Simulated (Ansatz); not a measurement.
Te$_{2}$Mo:
```cif
data_MoTe2
_chemical_formula_sum 'Te2 Mo1'
_space_group_name_H-M_alt 'P 1'
_space_group_IT_number 1
_cell_length_a 3.54189
_cell_length_b 3.54189
_cell_length_c 7.90875
_cell_angle_alpha 90.000
_cell_angle_beta 90.000
_cell_angle_gamma 120.000
loop_
_space_group_symop_operation_xyz
  'x, y, z'
loop_
_atom_site_label
_atom_site_type_symbol
_atom_site_fract_x
_atom_site_fract_y
_atom_site_fract_z
_atom_site_occupancy
Te1 Te 0.33333 0.66667 0.77312 1
Te2 Te 0.33333 0.66667 0.22688 1
Mo1 Mo 0.00000 0.00000 0.00000 1
```

Relaxed with r²SCAN+D4.

Q: Which orbitals make up the states near the band edges in r²SCAN+D4 (plane waves, PAW; program Ansatz)?

A: Top 1 eV of the valence band: Mo 4d 58 %, Te 5p 38 %. Bottom 1 eV of the conduction band: Mo 4d 67 %, Te 5p 27 %. Projections are on Löwdin-orthogonalised atomic valence shells; empty p or d shells of many metals are not among them.

Q: Tabulate the density of states.

A: States/eV per cell of 3 atoms, in 0.25 eV bins, energy from the valence-band maximum.

```tsv
E (eV)	total	Te 5p	Mo 4d	Mo 5s
-7.85	0.00	0.00	0.00	0.00
-7.60	0.00	0.00	0.00	0.00
-7.35	0.00	0.00	0.00	0.00
-7.10	0.00	0.00	0.00	0.00
-6.85	0.00	0.00	0.00	0.00
-6.60	0.00	0.00	0.00	0.00
-6.35	0.00	0.00	0.00	0.00
-6.10	0.00	0.00	0.00	0.00
-5.85	0.00	0.00	0.00	0.00
-5.60	0.64	0.47	0.09	0.06
-5.35	1.08	0.76	0.17	0.09
-5.10	1.63	1.11	0.31	0.12
-4.85	2.78	1.89	0.63	0.14
-4.60	3.88	2.62	1.06	0.05
-4.35	1.60	1.07	0.45	0.01
-4.10	0.79	0.55	0.19	0.01
-3.85	1.35	0.92	0.28	0.05
-3.60	4.03	2.57	0.98	0.13
-3.35	2.64	1.58	0.73	0.09
-3.10	2.37	1.60	0.63	0.03
-2.85	2.97	1.78	1.05	0.02
-2.60	3.01	1.57	1.35	0.02
-2.35	2.14	1.09	0.98	0.01
-2.10	2.05	1.10	0.87	0.01
-1.85	3.13	1.81	1.18	0.01
-1.60	3.54	2.02	1.36	0.01
-1.35	3.90	2.09	1.64	0.02
-1.10	3.13	1.72	1.26	0.02
-0.85	1.90	0.78	1.03	0.01
-0.60	3.51	1.44	1.94	0.02
-0.35	3.25	1.14	1.98	0.03
-0.10	0.69	0.12	0.55	0.01
0.15	0.00	0.00	0.00	0.00
0.40	0.00	0.00	0.00	0.00
0.65	0.00	0.00	0.00	0.00
0.90	0.00	0.00	0.00	0.00
1.15	0.47	0.10	0.33	0.02
1.40	3.99	0.95	2.82	0.06
1.65	3.28	0.90	2.19	0.06
1.90	4.44	1.21	2.93	0.10
2.15	2.74	1.09	1.42	0.02
2.40	3.71	1.57	1.82	0.01
2.65	2.17	1.03	0.94	0.00
2.90	1.44	0.76	0.54	0.00
3.15	1.20	0.65	0.42	0.00
3.40	2.08	1.24	0.69	0.01
3.65	3.64	1.90	1.40	0.02
3.90	1.98	0.90	0.79	0.04
4.15	0.81	0.29	0.29	0.06
4.40	0.64	0.17	0.16	0.12
4.65	0.63	0.09	0.07	0.20
4.90	0.72	0.08	0.04	0.25
5.15	0.69	0.07	0.03	0.22
5.40	0.70	0.07	0.03	0.20
5.65	0.69	0.06	0.03	0.17
5.90	0.77	0.07	0.03	0.17
```

Space group P-6m2. The first step of the workflow began from a Materials Project structure, measured or hypothetical; the Crystallography Open Database copy checked does not list it. It is not the phase usual at ambient conditions (space group No. 194). The r²SCAN+D4 relaxation kept the symmetry of its start; whether a distortion lowers the energy is not shown. No spin polarisation was allowed. Spin–orbit coupling is left out wherever it is not named.

Potentials: the later of the program's two PAW sets.
